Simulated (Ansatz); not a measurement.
# Ansatz 0.2.0, relaxation: KNiTe3

The input file (Ansatz 0.2.0, plane waves):

```yaml
crystal:
  lattice:
    - [4.774521, 0.0, 0.0]
    - [0.0, 4.774521, 0.0]
    - [0.0, 0.0, 4.774521]
  atoms:
    - { symbol: K, position: [0.5, 0.5, 0.5] }
    - { symbol: Ni, position: [0.0, 0.0, 0.0] }
    - { symbol: Te, position: [0.5, 0.0, 0.0] }
    - { symbol: Te, position: [0.0, 0.5, 0.0] }
    - { symbol: Te, position: [0.0, 0.0, 0.5] }
  symmetry: { tolerance: 0.0003 }
kpoints:
  mp_grid: { grid: [6, 6, 6], shift: [0, 0, 0] }
magnetization:
  noncollinear: true
  spin_orbit: true
scf:
  occupations: { method: fermi_dirac }
  lower_state_search: "off"
hamiltonian:
  pseudopotentials: { kind: paw_fr }
  xc: pbe
basis:
  ecutwfc: 420
  fft_grid_basis: typed
relax:
  max_steps: 60
  cell: { p_target: 0.0 }
output:
  forces: true
  stress: true
  eigenvalues: true
  bader: true
  populations: true
  elf: true
  write_potential: true
  volumetric_format: npy
  dos:
    e_range: [-12, 8]
    de: 0.05
    projected: { site_lists: { K: [K], Ni: [Ni], Te: [Te] } }
    method: { smearing: { sigma: 0.1, scheme: gaussian } }
  write_density: true
checkpoint:
  read: saved_state
```

The command:

```bash
ansatz run input.yaml --threads 2 --pin off --max-ram 3584MiB --backend cpu --events-out ev --progress --plain --runs-dir out
```

Origin of the cell: a known structure type with other elements, at an estimated volume, so it need not be a known compound.

The smearing width isn't typed, so it takes its default of 0.1 eV.

The saved state is a converged single point of the same cell.

Steps («new basis» is an SCF on plane waves selected anew at the same cell):

| step | ΔF (meV/atom) | max force component (eV/Å) | P (GPa) | volume (Å³) | SCF iterations | step was |
| --- | --- | --- | --- | --- | --- | --- |
| 1 | 0.0 | 0.000 | 23.99 | 108.84 | 8 | accepted |
| 2 | -323.4 | 0.000 | 8.83 | 125.55 | 10 | accepted |
| 3 | -406.8 | 0.000 | 2.56 | 137.83 | 11 | accepted |
| 4 | -417.1 | 0.000 | 0.42 | 143.58 | 9 | accepted |
| 5 | -417.4 | 0.000 | -0.01 | 144.84 | 8 | accepted |
| 6 | -422.3 | 0.000 | 0.40 | 144.84 | 12 | new basis |
| 7 | -422.6 | 0.000 | 0.06 | 146.04 | 8 | accepted |
| 8 | -422.6 | 0.000 | 0.00 | 146.25 | 7 | accepted |
| 9 | -422.7 | 0.000 | 0.00 | 146.25 | 8 | new basis |

Step 1, with forces in eV/Å:

```xyz
5
Lattice="4.775 0.000 0.000 0.000 4.775 0.000 0.000 0.000 4.775" Properties=species:S:1:pos:R:3:forces:R:3 pbc="T T T" step=1
K     2.387    2.387    2.387    0.000    0.000    0.000
Ni    0.000    0.000    0.000    0.000    0.000    0.000
Te    2.387    0.000    0.000    0.000    0.000    0.000
Te    0.000    2.387    0.000    0.000    0.000    0.000
Te    0.000    0.000    2.387    0.000    0.000    0.000
```

Step 2, with forces in eV/Å:

```xyz
5
Lattice="5.007 0.000 0.000 0.000 5.007 0.000 0.000 0.000 5.007" Properties=species:S:1:pos:R:3:forces:R:3 pbc="T T T" step=2
K     2.504    2.504    2.504    0.000    0.000    0.000
Ni    0.000    0.000    0.000    0.000    0.000    0.000
Te    2.504    0.000    0.000    0.000    0.000    0.000
Te    0.000    2.504    0.000    0.000    0.000    0.000
Te    0.000    0.000    2.504    0.000    0.000    0.000
```

Step 3, with forces in eV/Å:

```xyz
5
Lattice="5.166 0.000 0.000 0.000 5.166 0.000 0.000 0.000 5.166" Properties=species:S:1:pos:R:3:forces:R:3 pbc="T T T" step=3
K     2.583    2.583    2.583    0.000    0.000    0.000
Ni    0.000    0.000    0.000    0.000    0.000    0.000
Te    2.583    0.000    0.000    0.000    0.000    0.000
Te    0.000    2.583    0.000    0.000    0.000    0.000
Te    0.000    0.000    2.583    0.000    0.000    0.000
```

Step 4, with forces in eV/Å:

```xyz
5
Lattice="5.236 0.000 0.000 0.000 5.236 0.000 0.000 0.000 5.236" Properties=species:S:1:pos:R:3:forces:R:3 pbc="T T T" step=4
K     2.618    2.618    2.618    0.000    0.000    0.000
Ni    0.000    0.000    0.000    0.000    0.000    0.000
Te    2.618    0.000    0.000    0.000    0.000    0.000
Te    0.000    2.618    0.000    0.000    0.000    0.000
Te    0.000    0.000    2.618    0.000    0.000    0.000
```

Step 6, with forces in eV/Å:

```xyz
5
Lattice="5.252 0.000 0.000 0.000 5.252 0.000 0.000 0.000 5.252" Properties=species:S:1:pos:R:3:forces:R:3 pbc="T T T" step=6
K     2.626    2.626    2.626    0.000    0.000    0.000
Ni    0.000    0.000    0.000    0.000    0.000    0.000
Te    2.626    0.000    0.000    0.000    0.000    0.000
Te    0.000    2.626    0.000    0.000    0.000    0.000
Te    0.000    0.000    2.626    0.000    0.000    0.000
```

Step 9, with forces in eV/Å:

```xyz
5
Lattice="5.269 0.000 0.000 0.000 5.269 0.000 0.000 0.000 5.269" Properties=species:S:1:pos:R:3:forces:R:3 pbc="T T T" step=9
K     2.634    2.634    2.634    0.000    0.000    0.000
Ni    0.000    0.000    0.000    0.000    0.000    0.000
Te    2.634    0.000    0.000    0.000    0.000    0.000
Te    0.000    2.634    0.000    0.000    0.000    0.000
Te    0.000    0.000    2.634    0.000    0.000    0.000
```

| Property | Result |
| --- | --- |
| Free energy lowered by | 422.7 meV/atom |
| Volume change | 34.37 % |
| Final pressure | 0.00 GPa |
| Relaxation steps listed | 9 |

Caveats: the relaxation held the start's symmetry, so the end may be a saddle point; the run holds no moments, so a magnetic state may lie lower.

It ran for 5.3 min on 2 threads of Arm Neoverse V2, on a shared host, peak memory 1 GiB, from a saved density.
